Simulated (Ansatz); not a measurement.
Al2O3 (corundum)

```xyz
10
Lattice="2.3866 1.3779 4.3378 -2.3866 1.3779 4.3378 0.0000 -2.7558 4.3378" Properties=species:S:1:pos:R:3 pbc="T T T"
Al     0.0000     0.0000     4.5811
Al     0.0000     0.0000     1.9256
Al     0.0000     0.0000     8.4323
Al     0.0000     0.0000    11.0878
O     -0.9267     1.3779     7.5911
O     -0.7299    -1.4915     7.5911
O      1.6566     0.1136     7.5911
O      0.9267    -1.3779     5.4222
O      0.7299     1.4915     5.4222
O     -1.6566    -0.1136     5.4222
```

The slice is a (0001) plane (indices of the conventional cell) through the point (0.250, 0.556, 0.944) (fractional), spanned by u = [1 0 -1] and v = [-1 2 -1] in vectors of this cell: u (4.77 Å) and v (8.27 Å, at 90° to u). It covers one period; positions are fractions (u, v).

These are PBEsol (plane waves to 420 eV, PAW, scalar-relativistic; Ansatz, a first-principles code) values and carry that method's errors. k mesh 8×8×8. Near the nuclei the fields are pseudised (PAW); where an atom keeps semicore shells as valence, they peak there. Al2O3 was relaxed with its symmetry unable to fall. The PAW data are Ansatz's earlier set.

Q: Sketch the density of the highest valence band (whole band, smooth part) on this plane as a map.

A: 
| v \ u | 0.00 | 0.14 | 0.29 | 0.43 | 0.57 | 0.71 | 0.86 |
|---|---|---|---|---|---|---|---|
| 0.88 | 0.007 | 0.003 | 0.004 | 0.079 | 0.088 | 0.023 | 0.002 |
| 0.75 | 0.102 | 0.035 | 0.004 | 0.022 | 0.035 | 0.002 | 0.026 |
| 0.62 | 0.085 | 0.023 | 0.004 | 0.013 | 0.008 | 0.002 | 0.029 |
| 0.50 | 0.006 | 0.002 | 0.010 | 0.106 | 0.109 | 0.018 | 0.002 |
| 0.38 | 0.097 | 0.088 | 0.003 | 0.006 | 0.005 | 0.001 | 0.020 |
| 0.25 | 0.038 | 0.015 | 0.003 | 0.080 | 0.086 | 0.010 | 0.008 |
| 0.12 | 0.013 | 0.004 | 0.008 | 0.071 | 0.057 | 0.007 | 0.008 |
| 0.00 | 0.001 | 0.068 | 0.004 | 0.004 | 0.004 | 0.001 | 0.056 |

Values: density of the highest valence band (whole band, smooth part) in e/Å³.
